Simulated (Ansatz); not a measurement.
## Vibrational response of Si$_{2}$Bi$_{2}$Se

Computed with DFT PBE, scalar-relativistic, plane waves, PAW in Ansatz 0.2.0. Cutoff 420 eV, 6×6×6 k-points (Γ-centred), Gaussian smearing of 0.01 eV. No spin polarisation. Phonons by linear response, acoustic sum rule imposed.

The cell, relaxed at this level:
```
Si Bi Se
1.0
     6.07806   -3.66285    0.00000
     6.07806    3.66285    0.00000
     0.00000    0.00000    7.00249
Si Bi Se
4 4 2
Direct
  0.99273 0.69386 0.28221
  0.30614 0.00727 0.28221
  0.00727 0.30614 0.78221
  0.69386 0.99273 0.78221
  0.64693 0.06280 0.17033
  0.93720 0.35307 0.17033
  0.35307 0.93720 0.67033
  0.06280 0.64693 0.67033
  0.29566 0.70434 0.15732
  0.70434 0.29566 0.65732
```

The structure comes from a proposed guess, relaxed at this level; another structure or a mixture of phases may lie lower. Spin–orbit coupling is left out, which matters for heavy elements.

(1) Is this structure stable against zone-centre distortions?

(2) List the optical modes at Γ (i marks imaginary ones).

## Answers

(1) Yes, at Γ: no optical mode is imaginary. Strains and other wave vectors aren't tested by this run.

(2)
```tsv
frequency (cm⁻¹)	degeneracy
35	1
37	1
57	1
57	1
64	1
66	1
72	1
76	1
77	1
83	1
88	1
102	1
117	1
117	1
122	1
274	1
277	1
285	1
285	1
287	1
295	1
296	1
306	1
321	1
322	1
341	1
348	1
```
